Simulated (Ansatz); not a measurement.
Cu:
```cif
data_Cu30
_chemical_formula_sum 'Cu30'
_space_group_name_H-M_alt 'P 1'
_space_group_IT_number 1
_cell_length_a 8.71389
_cell_length_b 8.71389
_cell_length_c 4.61294
_cell_angle_alpha 90.000
_cell_angle_beta 90.000
_cell_angle_gamma 90.000
loop_
_space_group_symop_operation_xyz
  'x, y, z'
loop_
_atom_site_label
_atom_site_type_symbol
_atom_site_fract_x
_atom_site_fract_y
_atom_site_fract_z
_atom_site_occupancy
Cu1 Cu 0.46202 0.86673 0.00000 1
Cu2 Cu 0.53798 0.13327 0.00000 1
Cu3 Cu 0.63327 0.96202 0.50000 1
Cu4 Cu 0.36673 0.03798 0.50000 1
Cu5 Cu 0.96202 0.63327 0.50000 1
Cu6 Cu 0.03798 0.36673 0.50000 1
Cu7 Cu 0.13327 0.53798 0.00000 1
Cu8 Cu 0.86673 0.46202 0.00000 1
Cu9 Cu 0.76458 0.43346 0.50000 1
Cu10 Cu 0.23542 0.56654 0.50000 1
Cu11 Cu 0.06654 0.26458 0.00000 1
Cu12 Cu 0.93346 0.73542 0.00000 1
Cu13 Cu 0.26458 0.06654 0.00000 1
Cu14 Cu 0.73542 0.93346 0.00000 1
Cu15 Cu 0.56654 0.23542 0.50000 1
Cu16 Cu 0.43346 0.76458 0.50000 1
Cu17 Cu 0.81816 0.18184 0.74934 1
Cu18 Cu 0.18184 0.81816 0.25066 1
Cu19 Cu 0.31816 0.31816 0.24934 1
Cu20 Cu 0.68184 0.68184 0.75066 1
Cu21 Cu 0.18184 0.81816 0.74934 1
Cu22 Cu 0.81816 0.18184 0.25066 1
Cu23 Cu 0.68184 0.68184 0.24934 1
Cu24 Cu 0.31816 0.31816 0.75066 1
Cu25 Cu 0.40129 0.59871 0.00000 1
Cu26 Cu 0.59871 0.40129 0.00000 1
Cu27 Cu 0.90129 0.90129 0.50000 1
Cu28 Cu 0.09871 0.09871 0.50000 1
Cu29 Cu 0.00000 0.00000 0.00000 1
Cu30 Cu 0.50000 0.50000 0.50000 1
```

Relaxed with r²SCAN.

Problem. Which orbitals make up the states near the Fermi level in r²SCAN in the plane-wave PAW code Ansatz?

Solution. Within 0.5 eV of the Fermi level: Cu 4s 44 %, Cu 3d 34 %, outside the projected shells 22 %. Projections are on Löwdin-orthogonalised atomic valence shells; empty p or d shells of many metals are not among them.

Problem. Tabulate the density of states.

Solution. States/eV per cell of 30 atoms, in 0.25 eV bins, energy from the Fermi level.

| E (eV) | total | Cu 3d | Cu 4s | Cu 3p |
|---|---|---|---|---|
| -7.85 | 3.88 | 0.19 | 3.63 | 0.02 |
| -7.60 | 4.04 | 0.27 | 3.72 | 0.02 |
| -7.35 | 3.74 | 0.31 | 3.38 | 0.02 |
| -7.10 | 4.52 | 0.49 | 3.97 | 0.03 |
| -6.85 | 4.55 | 0.62 | 3.87 | 0.03 |
| -6.60 | 6.00 | 1.06 | 4.86 | 0.03 |
| -6.35 | 6.47 | 1.47 | 4.90 | 0.03 |
| -6.10 | 8.35 | 2.45 | 5.78 | 0.04 |
| -5.85 | 8.83 | 3.45 | 5.25 | 0.03 |
| -5.60 | 14.27 | 7.62 | 6.44 | 0.04 |
| -5.35 | 21.73 | 14.44 | 7.02 | 0.04 |
| -5.10 | 37.27 | 29.86 | 7.08 | 0.04 |
| -4.85 | 41.54 | 36.69 | 4.52 | 0.04 |
| -4.60 | 27.15 | 24.87 | 1.95 | 0.03 |
| -4.35 | 39.83 | 38.18 | 1.21 | 0.03 |
| -4.10 | 83.52 | 81.29 | 1.54 | 0.05 |
| -3.85 | 125.80 | 121.64 | 2.85 | 0.07 |
| -3.60 | 94.79 | 89.23 | 3.48 | 0.07 |
| -3.35 | 71.54 | 66.95 | 2.49 | 0.04 |
| -3.10 | 71.18 | 67.64 | 1.78 | 0.03 |
| -2.85 | 70.23 | 68.16 | 1.32 | 0.02 |
| -2.60 | 86.80 | 85.34 | 0.96 | 0.01 |
| -2.35 | 98.51 | 97.29 | 0.90 | 0.01 |
| -2.10 | 127.14 | 125.72 | 1.12 | 0.01 |
| -1.85 | 141.56 | 139.62 | 1.68 | 0.01 |
| -1.60 | 41.56 | 39.05 | 2.28 | 0.01 |
| -1.35 | 12.12 | 8.85 | 2.96 | 0.01 |
| -1.10 | 9.79 | 6.19 | 3.16 | 0.01 |
| -0.85 | 10.33 | 5.72 | 3.87 | 0.01 |
| -0.60 | 9.43 | 4.51 | 3.94 | 0.01 |
| -0.35 | 9.68 | 3.99 | 4.28 | 0.01 |
| -0.10 | 9.15 | 3.23 | 4.08 | 0.00 |
| 0.15 | 9.03 | 2.69 | 3.98 | 0.00 |
| 0.40 | 8.45 | 2.18 | 3.59 | 0.00 |
| 0.65 | 9.54 | 2.09 | 3.83 | 0.00 |
| 0.90 | 9.22 | 1.79 | 3.53 | 0.00 |
| 1.15 | 8.79 | 1.41 | 2.90 | 0.00 |
| 1.40 | 7.67 | 1.13 | 2.50 | 0.00 |
| 1.65 | 6.06 | 0.80 | 1.94 | 0.00 |
| 1.90 | 5.29 | 0.61 | 1.58 | 0.00 |
| 2.15 | 4.78 | 0.50 | 1.43 | 0.00 |
| 2.40 | 7.21 | 0.75 | 2.29 | 0.00 |
| 2.65 | 6.68 | 0.67 | 2.25 | 0.00 |
| 2.90 | 6.56 | 0.58 | 2.13 | 0.00 |
| 3.15 | 5.28 | 0.43 | 1.60 | 0.00 |
| 3.40 | 3.51 | 0.26 | 1.02 | 0.00 |
| 3.65 | 4.20 | 0.30 | 1.47 | 0.00 |
| 3.90 | 3.61 | 0.26 | 1.41 | 0.00 |
| 4.15 | 6.45 | 0.44 | 2.63 | 0.00 |
| 4.40 | 7.65 | 0.46 | 2.83 | 0.00 |
| 4.65 | 5.43 | 0.30 | 1.96 | 0.00 |

Space group P4_2/mnm. The start of the workflow was typed in or built on a structure type; neither database checked (COD, Materials Project) lists it. It is not the phase usual at ambient conditions (space group No. 225). Symmetry was held in the r²SCAN relaxation; its stability against distortions is not shown here. No spin polarisation was allowed.

Potentials: the later of the program's two PAW sets.
